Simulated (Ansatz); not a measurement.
GaPPt$_{5}$:
Space group P4/mmm (No. 123); a = b = 3.914 Å, c = 6.886 Å, α = β = γ = 90.00°

| atom | site | symmetry | x | y | z |
|---|---|---|---|---|---|
| Ga | 1c | 4/mmm | 0.5000 | 0.5000 | 0.0000 |
| P | 1b | 4/mmm | 0.0000 | 0.0000 | 0.5000 |
| Pt | 4i | 2mm. | 0.0000 | 0.5000 | 0.2902 |
| Pt | 1a | 4/mmm | 0.0000 | 0.0000 | 0.0000 |

Relaxed with r²SCAN.

Task: Which orbitals make up the states near the Fermi level in plane-wave PAW r²SCAN (Ansatz code)?

Result: Within 0.5 eV of the Fermi level: Pt 5d 68 %, Ga 4p 9 %, P 3p 7 %, Pt 6s 5 %. Projections are on Löwdin-orthogonalised atomic valence shells; empty p or d shells of many metals are not among them.

Task: Tabulate the density of states.

Result: States/eV per cell of 7 atoms, in 0.25 eV bins, energy from the Fermi level.

```tsv
E (eV)	total	Pt 5d	Pt 6s	P 3p
-7.85	3.41	1.63	0.33	1.00
-7.60	4.21	2.05	0.45	1.42
-7.35	4.53	2.57	0.28	1.55
-7.10	0.76	0.41	0.10	0.17
-6.85	1.44	0.82	0.19	0.17
-6.60	3.25	2.07	0.41	0.27
-6.35	5.18	3.79	0.52	0.24
-6.10	10.02	7.94	0.73	0.32
-5.85	7.64	6.53	0.44	0.17
-5.60	8.90	7.81	0.40	0.18
-5.35	9.22	8.24	0.31	0.21
-5.10	7.10	6.30	0.24	0.12
-4.85	8.24	7.03	0.29	0.26
-4.60	9.07	7.67	0.28	0.24
-4.35	7.36	6.29	0.18	0.19
-4.10	7.87	7.08	0.15	0.21
-3.85	9.37	8.47	0.17	0.26
-3.60	7.08	6.35	0.14	0.17
-3.35	5.65	5.16	0.12	0.09
-3.10	9.57	8.80	0.21	0.14
-2.85	9.99	9.15	0.29	0.18
-2.60	9.68	8.91	0.29	0.15
-2.35	8.72	8.09	0.21	0.12
-2.10	11.67	10.74	0.20	0.23
-1.85	8.51	7.44	0.25	0.34
-1.60	6.50	5.26	0.31	0.38
-1.35	5.29	4.05	0.32	0.37
-1.10	5.19	4.33	0.18	0.25
-0.85	4.60	3.84	0.12	0.18
-0.60	2.65	2.24	0.05	0.08
-0.35	1.41	1.16	0.02	0.05
-0.10	0.90	0.67	0.02	0.05
0.15	1.11	0.68	0.08	0.08
0.40	2.08	1.17	0.19	0.20
0.65	2.66	1.46	0.27	0.30
0.90	4.28	2.35	0.46	0.48
1.15	3.30	1.58	0.39	0.38
1.40	3.38	1.40	0.42	0.43
1.65	2.63	0.98	0.37	0.34
1.90	2.69	0.91	0.45	0.36
2.15	2.58	0.78	0.44	0.39
2.40	1.76	0.53	0.22	0.31
2.65	2.01	0.59	0.28	0.40
2.90	1.75	0.45	0.31	0.32
3.15	1.80	0.38	0.49	0.21
3.40	2.28	0.41	0.73	0.19
3.65	2.61	0.42	0.68	0.25
3.90	2.63	0.39	0.75	0.22
4.15	2.55	0.36	0.83	0.23
4.40	2.08	0.26	0.71	0.20
4.65	2.40	0.31	0.84	0.22
```

The first step of the workflow began from a Materials Project structure, measured or hypothetical; the Crystallography Open Database copy checked does not list it. Whether it is the stable phase at ambient conditions was not checked. The r²SCAN relaxation kept the symmetry of its start; whether a distortion lowers the energy is not shown. No spin polarisation was allowed. Scalar-relativistic: spin–orbit coupling is off unless named, which matters more the heavier the elements.

Potentials: the later of the program's two PAW sets.
